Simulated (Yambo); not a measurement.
A G0W0@LDA run in Yambo for Ba$_{2}$H$_{3}$I (space group P-3m1, No. 164) (3×3×2 Γ-centred k mesh, 256 bands and a 8 Ry block in the screening, 256 bands in G with the Bruneval-Gonze terminator, plasmon pole fitted at 27.2 eV) gives these matrix elements, in eV, at the band edges (A → (0, 0.333, -0.5)):

```csv
state,E0,<Vxc>,<Σx>,<Σc(E0)>,Z
valence edge,0.000,-10.641,-13.213,1.269,0.785
conduction edge,2.311,-8.462,-4.107,-3.704,0.824
```

Problem. Solve the linearised quasiparticle equation for both states, give the gap, and say how exchange and correlation each act on it.

Solution. E = E0 + Z(Σx + Σc − Vxc). Valence: 0.000 + 0.785 × (-13.213 + (1.269) − (-10.641)) = -1.02 eV. Conduction: 2.311 + 0.824 × (-4.107 + (-3.704) − (-8.462)) = 2.85 eV. The gap is 3.87 eV, against 2.31 eV in LDA. Replacing Vxc by bare exchange alone would open it by 6.93 eV; correlation takes back 4.97 eV of that, and Z scales what is left. Nearest settings tried, and what they do to the gap: 195 bands in W, 195 bands in G: -11 meV; 6 Ry block (247 vectors against 385): -50 meV. Not varied: mesh. So the settings aren't converged at that level. The mesh misses a band edge: along a dense path the LDA gap is 2.02 eV against 2.31 eV on the mesh. Without spin-orbit coupling, band edges of such heavy elements can be off by tenths of an eV.

Geometry of the Materials Project entry, not relaxed at this level; primitive cell a = 4.536 Å, b = 4.536 Å, c = 8.120 Å, α = 90.00°, β = 90.00°, γ = 120.00°.

The structure is a Materials Project entry; no match was found in the copy of COD used, and its stability was not checked.
